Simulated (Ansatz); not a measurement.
# Squeezing Mn (hcp type)

```yaml
crystal:
  lattice:
    - [2.43188, 0.00000, 0.00000]
    - [-1.21594, 2.10607, 0.00000]
    - [0.00000, 0.00000, 3.92273]
  atoms:
    - { symbol: Mn, position: [0.33333, 0.66667, 0.25000] }
    - { symbol: Mn, position: [0.66667, 0.33333, 0.75000] }
```

The cell comes from a relaxation on PAW files under the same functional, begun from a prototype that needn't be the stable phase.

Its volume is scaled, and at each volume shape and atoms are relaxed on PAW files; all methods then take that cell.

Computed with Ansatz 0.2.0; functional LDA, scalar-relativistic. Settings: a Γ-centred 20×20×11 k mesh, Fermi–Dirac smearing of 0.08 eV, spin-polarised from start moments Mn1 3, Mn2 3 μB. Methods: LAPW: all electrons, basis error target 1 meV/atom; PAW: frozen-core files, cutoff 420 eV; crystal datasets: all electrons, by PAW datasets that the program makes for each cell; norm-conserving: pseudopotentials, cutoff 1306 eV.

Energies are extrapolated to zero smearing and count from the unscaled cell; pressure is positive in compression; gaps take the mesh and a band path. No temperature or zero-point motion is included.

Antiferromagnetic order, which Cr and Mn prefer near zero pressure, wasn't tried. The start moments died away, and the runs ended non-magnetic. The PAW files were made under PBE. The structure type is held throughout; the real material can change phase at far lower pressure.

| V/V0 | V (Å³/atom) | P LAPW (GPa) | ΔE LAPW (eV/atom) | P PAW − LAPW (GPa) | ΔE PAW − LAPW (meV/atom) | space group | shortest distance (Å) |
| --- | --- | --- | --- | --- | --- | --- | --- |
| 1.00 | 10.05 | 0.03 | 0.000 | -0.03 | 0.0 | P6_3/mmc | 2.412 |
| 0.95 | 9.54 | 19.03 | 0.028 | -0.05 | -0.1 | P6_3/mmc | 2.371 |
| 0.85 | 8.54 | 76.4 | 0.309 | -0.11 | -0.7 | P6_3/mmc | 2.284 |
| 0.75 | 7.53 | ? | ? | ? | ? | ? | ? |
| 0.65 | 6.53 | 350.2 | 2.662 | -0.96 | -5.2 | P6_3/mmc | 2.087 |
| 0.55 | 5.53 | 673.5 | 5.762 | -3.01 | -16.5 | P6_3/mmc | 1.973 |
| 0.45 | 4.52 | 1314 | 11.749 | -14.98 | -60.0 | P6_3/mmc | 1.844 |
| 0.40 | 4.02 | 1879 | 16.690 | -44.93 | -144.6 | P6_3/mmc | 1.775 |

**Question.** Fit the Vinet equation to the LAPW pressures shown (residuals weighted by 1/(|P| + 0.03·Pmax)), and predict the pressure of the withheld row.

**Answer.** The fit gives V0 = 10.05 Å³/atom, B0 = 326 GPa and B0′ = 4.47. At 7.53 Å³/atom, x = (V/V0)^(1/3) = 0.9084, and P = 3·B0·(1 − x)/x²·exp[1.5·(B0′ − 1)·(1 − x)] = 174.9 GPa. The run itself gave 175.4 GPa (-0.3 % off) and ΔE = 1.068 eV/atom.

**Question.** At the smallest volume, how far do crystal datasets and norm-conserving lie from LAPW in pressure?

**Answer.** crystal datasets: 0.00 GPa; norm-conserving: -44.13 GPa, on a LAPW pressure of 1879 GPa.

**Question.** How do the Löwdin populations by LAPW change from the unscaled cell to the last row?

**Answer.** Mn 3s 1.97 → 1.86, Mn 4s 0.88 → 0.44, Mn 3p 6.00 → 5.93, Mn 3d 6.01 → 6.69 electrons an atom. These are projections on the shells that the free atoms fill; 0.29 e a cell lies outside them at the start and 0.16 e at the end.
